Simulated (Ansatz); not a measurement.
**Rh: computed property card**

Rh:
```
Rh
1.0
    0.00000     2.72999     2.72999
    2.72999     0.00000     2.72999
    2.72999     2.72999     0.00000
Rh
2
Direct
  0.00000   0.00000   0.00000
  0.25000   0.25000   0.25000
```

Space group Fd-3m (No. 227), diamond; conventional cell a = b = c = 5.4600 Å, α = β = γ = 90.00°.

Method: the program Ansatz at the r²SCAN level (PAW). Geometry: relaxed at this level of theory. Other levels are named where they apply.

Cell and energy:

```json
{
  "volume_per_atom": "20.35 Å³",
  "density": "8.40 g/cm³"
}
```

Electronic structure:

```json
{
  "electronic_character": "metallic (no gap)",
  "Density of states at the Fermi level": "1.7 states/eV per atom (mean over ±0.08 eV)",
  "Gap with spin–orbit coupling": "none (metallic)"
}
```

Magnetism:

```json
{
  "magnetic_order": "non-magnetic (starting moments vanished)"
}
```

Mechanics:

```json
{
 "Bulk modulus (Birch–Murnaghan fit)": "145 GPa",
 "Pressure derivative B′": "5.1",
 "Elastic constants (relaxed ions, GPa)": "C11 = 132, C12 = 151, C44 = 5.6",
 "mechanical_stability": "unstable (C has a negative eigenvalue)"
}
```

The start of the workflow was typed in or built on a structure type; neither database checked (COD, Materials Project) lists it. It is not the phase usual at ambient conditions (space group No. 225). The r²SCAN relaxation kept the symmetry of its start. The workflow began spin-polarised and lost its moments. As this level gives no gap, shear constants depend on the k-mesh and smearing (Fermi–Dirac, 0.1 eV here). Scalar-relativistic: spin–orbit coupling is off unless named, which matters more the heavier the elements.

Potentials: the later of the program's two PAW sets.
